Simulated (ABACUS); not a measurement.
Set-up for a self-consistent single point of AlGa3N4 (Pm, 8 atoms in the cell; from Materials Project mp-1228943, changed as shown).

```xyz
8
Lattice="5.1518 0.0000 0.0000 0.0000 3.1709 0.0000 -0.0037 0.0000 5.4902" Properties=species:S:1:pos:R:3 pbc="T T T"
Al     0.0001     1.5854     3.6636
Ga     2.5700     1.5854     1.8403
Ga     2.5682     0.0000     4.5640
Ga     5.1507     0.0000     0.9125
N      0.6128     1.5854     1.8738
N      0.5987     0.0000     4.5311
N      3.1945     0.0000     0.9119
N      3.2565     1.5854     3.6636
```

All values come from this method and carry its errors: LDA (PW92), PseudoDojo 0.4 standard norm-conserving LDA (tails mended) pseudopotentials (plane waves; ABACUS).

ABACUS settings:

- KPT = Gamma 3 7 3 0 0 0
- basis_type = pw
- dft_functional = PWLDA
- ecutwfc = 84 Ry
- smearing_method = fd
- smearing_sigma = 0.00367493 Ry
- potentials = PseudoDojo 0.4 standard norm-conserving LDA (tails mended)
- symmetry = 1
- symmetry_prec = 1e-05
- ks_solver = dav_subspace
- scf_nmax = 100
- scf_thr = 1.0e-09 Ry
- mixing_type = broyden

Results:

Number of valence electrons: 62
Number of bands: 41
Number of k-points after the program's reduction: 20
Number of plane waves (most at a k-point): 7919
Number of SCF iterations: 10
FFT grid: 60 × 36 × 64
Free energy E − TS: -7433.1922 eV
Pressure: -6.83 GPa
Largest force (vector length): 0.169 eV/Å

Forces (eV/Å):
```json
[
 {"atom": "Al1", "Fx": "0.000", "Fy": "0.000", "Fz": "0.010"},
 {"atom": "Ga2", "Fx": "0.008", "Fy": "0.000", "Fz": "0.000"},
 {"atom": "Ga3", "Fx": "0.015", "Fy": "0.000", "Fz": "0.000"},
 {"atom": "Ga4", "Fx": "-0.022", "Fy": "0.000", "Fz": "0.010"},
 {"atom": "N5", "Fx": "0.061", "Fy": "0.000", "Fz": "-0.149"},
 {"atom": "N6", "Fx": "0.107", "Fy": "0.000", "Fz": "0.129"},
 {"atom": "N7", "Fx": "0.001", "Fy": "0.000", "Fz": "0.006"},
 {"atom": "N8", "Fx": "-0.169", "Fy": "0.000", "Fz": "-0.005"}
]
```

Stress (GPa, positive for compression):
```
-6.64   0.00  -0.03
 0.00  -6.91   0.00
-0.03   0.00  -6.95
```

For comparison: a first run was changed to give this one (volume scaled by 1.04), and from it to this one the free energy rises by 8.6 meV/atom, the pressure goes from 0.68 to -6.83 GPa and the largest force goes from 0.177 to 0.169 eV/Å.

The structure comes from a collection of computed structures, made at another level of theory; the collection holds predicted forms beside known ones. Its lattice was then scaled.

Cost on one core: very roughly 7 core-minutes.

“Tails mended”: in these copies of the files the far tail of each local potential was reset to the Coulomb form.
